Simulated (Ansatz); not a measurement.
Ni$_{3}$SnN:
```xyz
5
Lattice="3.8481 0.0000 0.0000 0.0000 3.8481 0.0000 0.0000 0.0000 3.8481" Properties=species:S:1:pos:R:3 pbc="T T T"
Ni     0.0000     1.9241     1.9241
Ni     1.9241     0.0000     1.9241
Ni     1.9241     1.9241     0.0000
Sn     0.0000     0.0000     0.0000
N      1.9241     1.9241     1.9241
```

Relaxed with PBEsol. Special points in fractions of this cell's reciprocal vectors: Γ (0.000, 0.000, 0.000); X (0.000, 0.500, 0.000); M (0.500, 0.500, 0.000); R (0.500, 0.500, 0.500).

### Question
List the band energies nearest the Fermi level at these points for the program Ansatz at the PBEsol with spin–orbit coupling level (PAW).

### Answer
In eV from the Fermi level; about four levels below and three above (degenerate sets whole), none deeper than 8.9 eV; points with the same levels are listed once.

| k | below | above |
|---|---|---|
| Γ | -0.99 -0.99 -0.99 -0.99 -0.91 -0.91 | 0.34 0.34 0.50 0.50 |
| X | -0.95 -0.95 -0.86 -0.86 | 0.53 0.53 0.67 0.67 |
| M | -0.68 -0.68 -0.25 -0.25 | 2.36 2.36 2.57 2.57 |
| R | -1.03 -1.03 -1.03 -1.03 | 0.12 0.12 0.34 0.34 0.34 0.34 |

Space group Pm-3m (anti-perovskite). The workflow started from a Materials Project entry (that database holds measured and hypothetical structures alike); the Crystallography Open Database copy checked does not list it. Its standing as an ambient phase is unchecked. The PBEsol relaxation kept the symmetry of its start. At this level the phase is dynamically unstable (imaginary phonons). No spin polarisation was allowed. With an odd number of electrons in the cell and no spin polarisation, the count alone makes it a metal.

Potentials: the later of the program's two PAW sets.
